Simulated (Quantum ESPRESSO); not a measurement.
# MgGa3SP3: convergence and cost over cutoff and k mesh

A calculation, not a measurement. The program is pw.x of Quantum ESPRESSO 7.5 (plane-wave density functional theory). The cell is made up: 8 atoms on a zincblende/diamond lattice, with randomly drawn elements, strain and displacements, not relaxed. PseudoDojo standard norm-conserving files (v0.5 for PBE, v0.4.1 for LDA and PBEsol) set the functional; there is no spin polarisation, spin-orbit coupling or dispersion term, and the masses in the input are unused placeholders.

Input of the run in row 4:

```
&control calculation='scf', pseudo_dir='./dojo.nc.sr.pbe.v0_5.standard.upf', outdir='./o', disk_io='low', tprnfor=.true., tstress=.true. /
&system ibrav=0, nat=8, ntyp=4, nbnd=41, ecutwfc=84.00895049, nosym=.true., tot_charge=0,
 occupations='smearing', smearing='fd', degauss=0.0018374661
/
&electrons conv_thr=7.350e-09, electron_maxstep=60, /
ATOMIC_SPECIES
Ga 1.0 Ga.upf
Mg 1.0 Mg.upf
P 1.0 P.upf
S 1.0 S.upf
CELL_PARAMETERS angstrom
5.6267 0.0 0.0
0.0 5.6267 0.0
0.0 0.0 5.6267
ATOMIC_POSITIONS angstrom
Mg -0.1546 0.0389 -0.007
Ga -0.0202 2.9968 2.6698
Ga 2.7312 -0.1057 2.944
Ga 2.7663 2.7843 0.026
S 1.3389 1.4874 1.4095
P 1.367 4.3197 4.2607
P 4.268 1.5437 4.2094
P 4.2661 4.3609 1.4433
K_POINTS automatic
4 4 4 1 1 1
```

The same cell was run at these settings. Meshes are shifted by half a step, and differences are from the last row, which is itself not exact.

```
cutoff (eV)     k mesh  k points solved  threshold (eV)  free energy less the last row's (eV)  pressure (GPa)  largest stress difference (GPa)  largest force difference (eV/Å)  iterations  wall time (s)  k-point pools              processor
        800  2 x 2 x 2                4           1e-04                                 3.454          -26.96                            26.68                            0.045           7              9              4  AMD EPYC, Zen 5 class
       1143  1 x 1 x 1                1           1e-07                                 6.866            5.10                             5.43                            0.435          12             18              4  AMD EPYC, Zen 5 class
        602  4 x 4 x 4               32           1e-07                                61.081         -267.19                           266.90                            0.056          10             21              4  AMD EPYC, Zen 5 class
       1143  4 x 4 x 4               32           1e-07                                 0.007           -0.30                             0.00                            0.005          10             64              4  AMD EPYC, Zen 5 class
       1437  6 x 6 x 6              108           1e-07                                 0.000           -0.30                             0.00                            0.000          10            218              4  AMD EPYC, Zen 5 class
```

Each pool is one process. Wall times include start-up and a band step at six k points, which weighs most on the coarsest meshes. The runs were on shared virtual cores whose load varied, so times are rough.